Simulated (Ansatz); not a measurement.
Li:
```
Li
1.0
    1.49687     0.86422     7.32438
   -1.49687     0.86422     7.32438
    0.00000    -1.72844     7.32438
Li
3
Direct
  0.77777   0.77777   0.77777
  0.22223   0.22223   0.22223
  0.00000   0.00000   0.00000
```

Relaxed with LDA. Special points in fractions of this cell's reciprocal vectors: Γ (0.000, 0.000, 0.000); T (0.500, 0.500, 0.500); H2 (0.824, 0.176, 0.500); H0 (0.500, -0.176, 0.176); L (0.500, 0.000, 0.000); S0 (0.338, -0.338, 0.000); S2 (0.662, 0.000, 0.338); F (0.500, 0.000, 0.500).

Q: List the band energies nearest the Fermi level at these points for LDA (plane waves, PAW; program Ansatz).

A: In eV from the Fermi level; about four levels below and three above (degenerate sets whole), none deeper than 8.9 eV; points with the same levels are listed once.

| k | below | above |
|---|---|---|
| Γ | -3.58 -1.61 -1.61 | 5.99 5.99 13.21 13.21 |
| T | -3.08 -3.08 -0.04 | 3.19 10.95 10.96 |
| H2 | – | 1.53 1.86 2.23 |
| L | -0.09 | 0.87 1.05 3.98 |
| S0 | – | 1.53 2.01 2.22 |
| F | – | 0.23 0.30 1.23 |

Space group R-3m (9R (Sm type)). The first step of the workflow began from a Materials Project structure, measured or hypothetical; the Crystallography Open Database files this formula in space group No. 166, but the cells were not matched. It is not the phase usual at ambient conditions (space group No. 229). Symmetry was held in the LDA relaxation; its stability against distortions is not shown here.

Potentials: the earlier of the program's two PAW sets. The files were generated under PBE; for other functionals the program regenerates the frozen cores, and for LDA and PBEsol the local potential too.
